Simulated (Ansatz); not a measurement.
TePd (CsCl type, Pm-3m) at seven volumes, DFT-PBE in the program Ansatz with PAW potentials, scaled uniformly. One row is withheld.

```
V (Å³/atom)  P (GPa)
-----------  -------
18.674         12.22
19.290          7.40
19.906          3.38
20.521          0.00
21.137         -2.82
21.752             ?
22.368         -7.08
```

Task: Fit the shown pressures and predict the withheld one.

Result: P = (3/2)B₀(x^(7/2) − x^(5/2))[1 + (3/4)(B′ − 4)(x − 1)] with x = (V₀/V)^(2/3). Least squares on the six rows gives V₀ = 20.522 Å³/atom, B₀ = 102 GPa, B′ = 5.03. At V = 21.752, x = 0.9619 and P = -5.13 GPa. The run itself gave -5.16 GPa.

The cell is a constructed one: a structure type filled with these elements; neither database checked (COD, Materials Project) lists it. COD files the formula under space group No. 194, so this cell is another polymorph or a model. Its standing as an ambient phase is unchecked. The cell was relaxed with PBE under the symmetry of its start; its stability against distortions is not shown here. The run is not spin-polarised. Spin–orbit coupling is left out wherever it is not named.

Potentials: the earlier of the program's two PAW sets.
